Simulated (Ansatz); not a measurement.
A relaxation computed with Ansatz, from input to last step.

```yaml
crystal:
  lattice:
    - [3.7939189416, 0.0, 0.0]
    - [-1.8969594708, 3.2856301833, 0.0]
    - [0.0, 0.0, 7.2599143444]
  atoms:
    - { symbol: Ti, position: [0.0, 0.0, 0.0] }
    - { symbol: Ti, position: [0.0, 0.0, 0.5] }
    - { symbol: Te, position: [0.3333333333, 0.6666666667, 0.25] }
    - { symbol: Te, position: [0.6666666667, 0.3333333333, 0.75] }
basis:
  ecutwfc: 500
kpoints:
  mp_grid: { grid: [12, 12, 8] }
hamiltonian:
  xc: r2scan
scf:
  occupations: { method: gaussian, width: 0.1 }
output:
  forces: true
  stress: true
  eigenvalues: true
  write_density: true
  write_potential: true
  elf: true
  volumetric_format: npy
relax:
  adjacent_minimum: "off"
  f_tol: 0.01
  max_steps: 30
  cell: { stress_tol: 0.1, fix: [volume] }
```

```bash
ansatz run input.yaml --threads 1 --pin off --max-ram 2560MiB --backend cpu --events-out ev --progress --plain --runs-dir out
```

Level of theory: Ansatz 0.2.0, DFT r2SCAN, scalar-relativistic, plane waves, PAW.

The volume is held at 1.06 times that of the relaxed cell.

Of 4 frames 3 are shown, positions in Å and forces in eV/Å; the SCF threshold varies from step to step. Steps run on the plane waves of an earlier cell, with a Pulay correction in the pressure. The basis is chosen afresh for the last frame, the zero of the energies, and at times for earlier ones too; energy and pressure step there, also at an unchanged geometry.

```xyz
4
Lattice="3.7939 0.0000 0.0000 -1.8970 3.2856 0.0000 0.0000 0.0000 7.2599" Properties=species:S:1:pos:R:3:forces:R:3 pbc="T T T" step=1 free_energy_over_end_meV_per_atom=0.41 pressure_GPa=-4.59
Ti    0.0000    0.0000    0.0000    0.0000    0.0000    0.0000
Ti    0.0000    0.0000    3.6300    0.0000    0.0000    0.0000
Te    0.0000    2.1904    1.8150    0.0000    0.0000    0.0000
Te    1.8970    1.0952    5.4449    0.0000    0.0000    0.0000
4
Lattice="3.8145 0.0000 0.0000 -1.9073 3.3035 0.0000 0.0000 0.0000 7.1817" Properties=species:S:1:pos:R:3:forces:R:3 pbc="T T T" step=2 free_energy_over_end_meV_per_atom=0.06 pressure_GPa=-4.31
Ti    0.0000    0.0000    0.0000    0.0000    0.0000    0.0000
Ti    0.0000    0.0000    3.5909    0.0000    0.0000    0.0000
Te    0.0000    2.2023    1.7954    0.0000    0.0000    0.0000
Te    1.9073    1.1012    5.3863    0.0000    0.0000    0.0000
4
Lattice="3.8091 0.0000 0.0000 -1.9046 3.2988 0.0000 0.0000 0.0000 7.2021" Properties=species:S:1:pos:R:3:forces:R:3 pbc="T T T" step=4 free_energy_over_end_meV_per_atom=0.00 pressure_GPa=-4.38
Ti    0.0000    0.0000    0.0000    0.0000    0.0000    0.0000
Ti    0.0000    0.0000    3.6010    0.0000    0.0000    0.0000
Te    0.0000    2.1992    1.8005    0.0000    0.0000    0.0000
Te    1.9046    1.0996    5.4016    0.0000    0.0000    0.0000
```

The run took 2.9 min on 1 thread of Arm Neoverse V1, with other jobs on the host, peak memory 0.77 GiB.